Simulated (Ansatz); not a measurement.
Values for one crystal, relaxed and computed with LDA in the plane-wave PAW code Ansatz; other levels are named.

| Item | Result |
|---|---|
| Volume per atom | 27.87 Å³ |
| Electronic character | metallic (no gap) |
| Pressure derivative B′ | 4.0 |
| Hill bulk and shear moduli | 75.2 and 43.4 GPa |
| Density of states at the Fermi level | 0.07 states/eV per atom (mean over ±0.08 eV) |
| Young's modulus | 109 GPa |
| Highest zone-centre frequency | 4.01 THz |

Question: Which of these materials gives this?
(A) NbP, CsCl type
(B) TiGe2, Fddd (Ti on 8b, Ge on 16f)
(C) In2SbAs, R3m (In on 3a, In on 3a, Sb on 3a, As on 3a)
(D) LaAs, rock salt

Answer: D, LaAs, rock salt

Space group Fm-3m (rock salt). The first step of the workflow began from a Materials Project structure, measured or hypothetical; the Crystallography Open Database files this formula in space group No. 225, but the cells were not matched. Its standing as an ambient phase is unchecked. The LDA relaxation kept the symmetry of its start; of distortions, only those at the zone centre were tested. As this level gives no gap, shear constants depend on the k-mesh and smearing (Fermi–Dirac, 0.1 eV here). As this level gives no gap, phonon frequencies hold no LO–TO term and depend on the k-mesh and smearing (Fermi–Dirac, 0.1 eV here). Spin–orbit coupling is left out wherever it is not named.

Potentials: the later of the program's two PAW sets.
